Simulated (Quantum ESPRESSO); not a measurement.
# Os3RePd3Ga: one composition in several site orders

A calculation, not a measurement. The program is pw.x of Quantum ESPRESSO 7.5 (plane-wave density functional theory). The cell is made up: eight metal atoms on a face-centred cubic lattice, with elements, volume, strain and displacements drawn at random and not relaxed, so it may be unstable or far from any real phase. PseudoDojo standard norm-conserving files set the functional (PBE unless stated); there is no spin polarisation or spin-orbit coupling, the Fermi-Dirac width of 0.25 eV means electrons at about 2900 K, and the masses in the input are unused placeholders. Heavy elements are run without spin-orbit coupling, which real alloys of them have. A spin test at this wide smearing found no moment, but such smearing suppresses magnetism that the real alloy may have.

The runs put one composition on the sites in different orders. Cell, positions, cutoff, mesh and smearing stay as in the input of run 1; sites are counted in its order. Stress in the tables is positive in tension.

Input of run 1:

```
&control calculation='scf', pseudo_dir='./dojo.nc.sr.pbe.v0_5.standard.upf', outdir='./o', disk_io='minimal', tprnfor=.true., tstress=.true. /
&system ibrav=0, nat=8, ntyp=4, nbnd=82, ecutwfc=82.02448710, nosym=.true., tot_charge=0,
 occupations='smearing', smearing='fd', degauss=0.0183746611
/
&electrons conv_thr=1.470e-08, electron_maxstep=70, mixing_beta=0.5 /
ATOMIC_SPECIES
Ga 1.0 Ga.upf
Os 1.0 Os.upf
Pd 1.0 Pd.upf
Re 1.0 Re.upf
CELL_PARAMETERS angstrom
-0.0054 1.9973 1.9944
0.0305 3.9997 -3.9939
-7.9007 -2.0195 2.0382
ATOMIC_POSITIONS angstrom
Os 0.1082 -0.008 -0.0278
Re -3.9342 0.0009 0.0434
Pd -0.0518 1.9814 -2.0136
Pd -3.9004 1.9602 -2.0302
Ga -5.9847 -0.0374 2.0963
Os -1.986 2.051 -0.0256
Pd -5.9509 1.9249 -0.0114
Os -1.971 3.9883 -1.9763
K_POINTS automatic
8 5 3 1 1 1
```

| run | elements on sites 1 to 8 | free energy less that of run 1 (eV) | -TS (eV) | pressure (GPa) | stress xx (GPa) | stress yy (GPa) | stress zz (GPa) | stress yz (GPa) | stress xz (GPa) | stress xy (GPa) | iterations |
| --- | --- | --- | --- | --- | --- | --- | --- | --- | --- | --- | --- |
| 1 | Os Re Pd Pd Ga Os Pd Os | 0.000 | -1.528 | -14.30 | 14.64 | 14.20 | 14.05 | -0.04 | -2.39 | 1.80 | 21 |
| 2 | Os Ga Pd Re Pd Os Os Pd | 0.454 | -1.709 | -12.88 | 11.88 | 13.82 | 12.93 | -0.27 | 0.72 | -1.53 | 22 |
| 3 | Pd Os Os Ga Pd Re Os Pd | 0.547 | -1.700 | -13.30 | 12.69 | 13.73 | 13.47 | 0.75 | -2.25 | 1.42 | 20 |
| 4 | Os Re Ga Pd Pd Os Pd Os | 0.162 | -1.569 | -14.14 | 13.89 | 14.80 | 13.74 | -1.26 | -1.01 | 0.95 | 22 |
| 5 | Re Os Pd Os Os Pd Ga Pd | 0.863 | -1.822 | -12.58 | 10.37 | 13.95 | 13.43 | -0.02 | -0.94 | 0.38 | 21 |
| 6 | Pd Pd Pd Os Ga Os Os Re | 0.240 | -1.607 | -13.88 | 11.44 | 15.04 | 15.16 | -0.59 | -2.08 | 1.99 | 21 |

Forces Fx Fy Fz (eV/Å):

| site | run 1 | run 2 | run 3 | run 4 | run 5 | run 6 |
| --- | --- | --- | --- | --- | --- | --- |
| 1 | -3.08 0.10 -0.08 | -0.85 -0.48 0.49 | -1.62 -0.04 0.17 | -3.20 -0.06 0.20 | -0.56 0.33 -0.33 | -1.07 -0.15 0.11 |
| 2 | 1.96 0.15 -0.36 | 0.03 -0.02 -0.07 | -0.32 0.99 -1.20 | 2.27 -0.01 -0.22 | -0.65 -0.06 -0.08 | 0.17 0.16 -0.43 |
| 3 | 0.34 0.07 0.09 | 0.47 -0.11 0.26 | 0.63 0.15 0.00 | 0.24 0.08 0.03 | 0.99 0.29 -0.09 | 0.19 0.27 -0.15 |
| 4 | -0.21 0.20 0.14 | -0.12 -1.01 1.42 | -0.43 0.22 -0.03 | 0.21 0.18 0.26 | -1.32 0.61 -0.24 | 0.83 -0.61 0.97 |
| 5 | 0.36 0.22 -0.37 | 0.67 0.23 -0.64 | 1.02 0.47 -0.81 | 0.50 0.67 -1.00 | 1.35 -0.35 0.04 | 0.58 0.25 -0.41 |
| 6 | -0.01 -1.50 1.23 | -0.28 -0.33 0.14 | 0.02 -0.77 0.58 | -0.11 -1.38 1.14 | -0.11 -1.11 0.93 | -1.16 -0.02 -0.33 |
| 7 | 0.58 -0.22 0.51 | 0.27 1.12 -0.78 | 0.55 -1.18 1.56 | 0.24 -0.46 0.68 | 0.62 -0.30 0.49 | 1.18 0.41 0.08 |
| 8 | 0.07 0.99 -1.16 | -0.18 0.61 -0.82 | 0.16 0.16 -0.27 | -0.15 0.97 -1.08 | -0.32 0.60 -0.72 | -0.73 -0.31 0.16 |

The sites are displaced and not relaxed, so the energy differences mix bonding between neighbours with strain and are not ordering energies. A rerun of one cell of this series at a higher cutoff and on a denser mesh moved values by no more than 0.002 eV in energy, 0.02 GPa in stress and 0.008 eV/Å in force, and a second program with other atomic files agreed on that cell to 2 % rms in force and 0.5 GPa in pressure.